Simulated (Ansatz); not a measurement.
Method: PBE, no spin polarisation; PAW, plane waves to 420 eV, 5×5×6 Γ-centred mesh, fermi-dirac occupations (width 0.1 eV) (Ansatz 0.2.0), atoms fixed.

Computed maps in the lattice plane spanned by b (left to right, 6.44 Å, 20 points from zero) and c (bottom to top, 6.17 Å, 19 points from zero), 90° apart, at height 0.253 along a. The fields are smooth PAW ones with compensation charges, not the true ones near nuclei.

Valence density. Digits on a logarithmic scale: 0 up to 0.03 e/Å³, each further digit a factor of 1.6, 9 from 1.3 e/Å³ up:
```
55566543211124799997
43333322100123689986
32222211000013467765
42111111000013567765
53222221100024678886
64444432210125788887
65677653211135787588
76999964321235788788
67999985321134688887
68999985311124567766
46999964210112345544
35788753200011222223
35666643100001111112
46777653200001122223
57888864200012333334
68878875310123455555
78867875311124579976
68888875321234799997
66788764311135899998
```

ELF. Ten even steps from '0' (0.01) to '9' (0.89):
```
25787642000011135531
12333210000011122221
10000000000001111111
20000000000002567775
52000000000014799998
73111111000016887589
82111111000026871059
71233311100026883289
41366421100015898899
21467421100013688887
11344311100001245653
11121111000000011111
13333331000000000000
47999863100000000001
69999985100000111112
89614886200001111113
79602896200011122211
59967986200011235431
38999974100011247731
```

Question: The cell is SiNi₂AgS₄. Which atoms lie within 0.2 Å of this plane, and where (fractions of b and c)?

Answer: Ni at (0.18, 0.49), Ni at (0.82, 0.99), S at (0.16, 0.12), S at (0.84, 0.62). The whole cell:
```
CELL_PARAMETERS angstrom
7.54851 0.00000 0.00000
0.00000 6.43564 0.00000
0.00000 0.00000 6.16716
ATOMIC_POSITIONS crystal
Ni 0.25258 0.17753 0.49350
Ni 0.24742 0.82247 0.99350
Ni 0.74742 0.17753 0.49350
Ni 0.75258 0.82247 0.99350
Si 0.00000 0.32270 0.00010
Si 0.50000 0.67730 0.50010
Ag 0.00000 0.65440 0.50080
Ag 0.50000 0.34560 0.00080
S 0.22860 0.16430 0.12100
S 0.27140 0.83570 0.62100
S 0.77140 0.16430 0.12100
S 0.72860 0.83570 0.62100
S 0.00000 0.30830 0.65740
S 0.50000 0.69170 0.15740
S 0.00000 0.63680 0.10780
S 0.50000 0.36320 0.60780
```

Origin: a known structure type with other elements, at an estimated volume, so it need not be a known compound. Caveats: no spin polarisation, so a magnetic state may lie lower.
